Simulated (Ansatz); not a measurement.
Re (hcp, Mg type)

```
Re
1.0
    2.75770     0.00000     0.00000
   -1.37885     2.38824     0.00000
    0.00000     0.00000     4.46255
Re
2
Direct
  0.33333   0.66667   0.75000
  0.66667   0.33333   0.25000
```

This relaxed cell (volume V₀) is scaled evenly in all directions, its shape held. Symmetry pins the atoms to their sites.

Method: r2SCAN (plane waves to 500 eV, PAW, scalar-relativistic; Ansatz, an electronic-structure program). k mesh 19×19×11 (Γ-centred), Fermi-Dirac smearing 0.05 eV. E stands for the smeared free energy. Stress and pressure are positive under compression. With the shape held, the modulus is that of even scaling; a crystal free to change shape is softer. Re is run without spin polarisation. Re was relaxed with its symmetry unable to fall. Spin-orbit coupling is left out, though Re is heavy. The PAW data are Ansatz's earlier set. The zero of ΔE is the relaxed starting cell. The last digit holds for this mesh only.

| V (Å³/atom) | ΔE (meV/atom) |
|---|---|
| 12.344 | 618.9 |
| 12.736 | 407.0 |
| 13.128 | 247.0 |
| 13.520 | withheld |
| 13.912 | 55.7 |
| 14.303 | 13.3 |
| 14.695 | 0.0 |
| 15.087 | 12.1 |
| 15.479 | 46.1 |
| 15.871 | 99.1 |
| 16.263 | 168.6 |
| 16.655 | 252.1 |
| 17.047 | 347.8 |

**Question.** Fit a third-order Birch-Murnaghan form (E₀, V₀, B₀, B₀′ free) to the given rows and predict ΔE at V = 13.520.

**Answer.** Least squares on the 12 given rows: ΔE = E₀ + (9V₀B₀/16)·y²·[2 + (B₀′ − 4)y], y = (V₀/V)^(2/3) − 1, with V₀ = 14.696 Å³/atom, B₀ = 386.3 GPa (160.2 GPa = 1 eV/Å³; the term in eV is multiplied by 1000), B₀′ = 4.35, E₀ = 0.21 meV/atom; root-mean-square residual 0.21 meV/atom. At 13.520 the fit gives 131.8 meV/atom; the calculation gives 131.9 meV/atom, so the interpolation is off by -0.1 (-0.1 %). For the pressure the fit gives 38.6 GPa against the computed 38.7 GPa.

(A scan under strain: stresses follow from slopes of the energy per volume, elastic moduli from its curvatures.)
